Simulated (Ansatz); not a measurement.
# Review of an SCF result for Ni

The cell (2 atoms) is Ni as an experimental structure (space group Fm-3m, primitive cell doubled). Source: COD entry 9012975, which need not be the ambient phase.

Method: DFT, PBE, PAW, plane waves, scalar-relativistic (Ansatz development build ahead of 0.2.0).

```yaml
crystal:
  lattice:
    - [3.5337, 1.76685, 1.76685]
    - [1.76685, 3.5337, 1.76685]
    - [1.76685, 1.76685, 3.5337]
  atoms:
    - { symbol: Ni, position: [0.0, 0.0, 0.0], spin: 2.0 }
    - { symbol: Ni, position: [0.5, 0.5, 0.5], spin: -2.0 }
magnetization:
  spin_polarized: true
hamiltonian:
  xc: pbe
  pseudopotentials: { kind: paw }
basis:
  ecutwfc: 420
kpoints:
  mp_grid: { grid: [11, 11, 11] }
scf:
  occupations: { method: gaussian, width: 0.05 }
  lower_state_search: "off"
output:
  forces: true
  stress: true
```

Command:
```sh
ansatz run input.yaml --threads 2 --pin off --max-ram 5120MiB --backend cpu --events-out ev --progress --plain --runs-dir out
```

Time: 3.5 s on 2 threads of Arm Neoverse V2 (shared host), peak memory 0.37 GiB.

The end of the output:

```
SCF converged after 12 iterations
Magnetization: 0.0000 μB (18.0000 up, 18.0000 down)
Absolute magnetization: 0.6063 μB (∫|ρ↑−ρ↓|, with the PAW one-centre terms)
Spin contamination: 0.2754 ħ² per cell (⟨S²⟩ above its minimum at these occupations)
Per-site moments (μB) at R_I (Å): [(0.2953, 1.0307), (-0.2953, 1.0307)]
Free energy (F): -11679.323367 eV
Harris-Foulkes:  -11679.323367 eV  (|F-HF|=1.82e-12)
Internal energy: -11679.314965 eV  (E = F + TS)
E sigma→0 (E₀):  -11679.319166 eV
Entropy (-TS):   -0.008402 eV (-4.201 meV/atom)
Fermi energy:    17.677703 eV
--- Forces (eV/Å), atoms counted from 1 ---
  atom   1  Ni    -0.00000000     0.00000000    -0.00000000
  atom   2  Ni     0.00000000     0.00000000    -0.00000000
--- Stress (GPa, compression-positive) ---
       -3.310288       0.157476       0.157476
        0.157476      -3.310288       0.157476
        0.157476       0.157476      -3.310288
  P = ⅓ Tr σ = -3.3103 GPa (-33.103 kbar)
```

A small moment in a metal is sensitive to the mesh and the smearing.

Site moments are taken inside atomic spheres and don't add up to the total.

**Question.** The run converged. Is this the lowest state of the cell, and if not, what lies lower and how is it reached?

**Answer.** No. A state 59.2 meV/atom (0.118 eV per cell) lower exists in this cell: ferromagnetic, site moments Ni1 0.66, Ni2 0.66 μB, total 1.25 μB per cell, no gap on the k-mesh. It was reached from: parallel moments, default search for lower states [Ni1 2.00, Ni2 2.00 μB]; a moment on one site alone, plain SCF [Ni1 2.00 μB]. The wrong state matters: the pressure is -2.7 GPa there against -3.3 GPa here. This multiple of the primitive cell fits some opposed orders; other multiples fit others. Only collinear orders within this cell were tried; the true ground state may need a larger cell.
